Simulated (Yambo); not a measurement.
A G0W0@PBEsol run in Yambo for GeS (space group Pnma, No. 62) (1×4×4 Γ-centred k mesh, 262 bands and a 7 Ry block in the screening, 262 bands in G with the Bruneval-Gonze terminator, plasmon pole fitted at 27.2 eV) gives these matrix elements, in eV, at the band edges (Γ → Γ):

| state | E0 | <Vxc> | <Σx> | <Σc(E0)> | Z |
|---|---|---|---|---|---|
| valence edge | 0.000 | -13.143 | -15.178 | 1.318 | 0.774 |
| conduction edge | 1.171 | -10.909 | -7.435 | -3.592 | 0.793 |

Problem. Solve the linearised quasiparticle equation for both states, give the gap, and say how exchange and correlation each act on it.

Solution. E = E0 + Z(Σx + Σc − Vxc). Valence: 0.000 + 0.774 × (-15.178 + (1.318) − (-13.143)) = -0.55 eV. Conduction: 1.171 + 0.793 × (-7.435 + (-3.592) − (-10.909)) = 1.08 eV. The gap is 1.63 eV, against 1.17 eV in PBEsol. Replacing Vxc by bare exchange alone would open it by 5.51 eV; correlation takes back 4.91 eV of that, and Z scales what is left. Nearest settings tried, and what they do to the gap: 173 bands in W, 173 bands in G: -1 meV; 3 Ry block (97 vectors against 367): -195 meV; 1×2×2 mesh: -58 meV. So the settings aren't converged at that level. Spin-orbit splittings are left out.

The standard potential for Ge keeps a d shell in the valence without the s and p states of that shell. In tests on such compounds this moved G0W0 gaps by up to about 0.9 eV, so absolute quasiparticle energies here are unreliable; differences between settings are what counts.

Geometry relaxed with PBE+D3(BJ); primitive cell a = 10.6760 Å, b = 3.6888 Å, c = 4.3450 Å, α = 90.00°, β = 90.00°, γ = 90.00°.
